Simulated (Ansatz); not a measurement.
**Bi$_{2}$RhO$_{4}$, a known structure type with other elements, at an estimated volume**

```xyz
14
Lattice="0.0000 0.0000 5.8147 4.2427 -4.2427 2.9074 4.2427 4.2427 -2.9074" Properties=species:S:1:pos:R:3 pbc="T T T"
Bi    5.7514   -1.5087    2.9074
Bi    5.7514    1.5087    0.0000
Bi    2.7340    1.5087    2.9074
Bi    2.7340   -1.5087    5.8147
Rh    0.0000    0.0000    0.9879
Rh    0.0000    0.0000    3.8953
O     1.7819    0.8316    0.8722
O     3.4111   -2.4608    3.7796
O     6.7035   -0.8316    0.8722
O     5.0743    2.4608    3.7796
O     6.7035    0.8316    3.7796
O     5.0743   -2.4608    6.6869
O     1.7819   -0.8316    3.7796
O     3.4111    2.4608    0.8722
```

Method: r2SCAN, with U_eff = 1.94 eV on Rh d (all-electron-ortho-atomic projectors), no spin polarisation; PAW, plane waves to 500 eV, 6×6×6 Γ-centred mesh, gaussian occupations (width 0.0159 eV) (Ansatz 0.2.0), atoms fixed.

Charges: Bader charges in e: Bi +1.85, Rh +0.89, O -1.15. In the mean Bi gives up most and O takes most.
Stress: The pressure is 11.4 GPa (compression positive), so with the atoms held at these fractions the cell would first expand; the forces are large, so a full relaxation may end otherwise. The principal stresses -5.3, 19.7, 19.7 GPa differ, so its shape would change too.
Forces: The largest is on Bi1 (and as large on other atoms): 2.11 eV/Å, components (-1.26, 1.26, -1.13). It makes 147° with the line to a nearest neighbour, O14 at 2.11 Å, pointing away from it.
Contacts: Rh–O at 1.97 Å: least valence density 0.82 e/Å³ and ELF 0.15 there. Bi–O at 2.11 Å: least valence density 0.71 e/Å³ and ELF 0.28 there. O–O at 2.30 Å: least valence density 0.26 e/Å³ and ELF 0.06 there. These are pseudo-fields; inside the PAW spheres they differ from the all-electron ones.
Electronic structure: It is a metal, with about 4.7 states/eV a cell as the mean within 0.25 eV of the Fermi level, mostly Rh d (53 %) and O p (34 %).

Origin: a known structure type with other elements, at an estimated volume, so it need not be a known compound. Caveats: many states at the Fermi level without spin polarisation, so a magnetic state may lie lower; a Hubbard term without moments, so a magnetic state may lie lower; atoms or cell far from equilibrium.
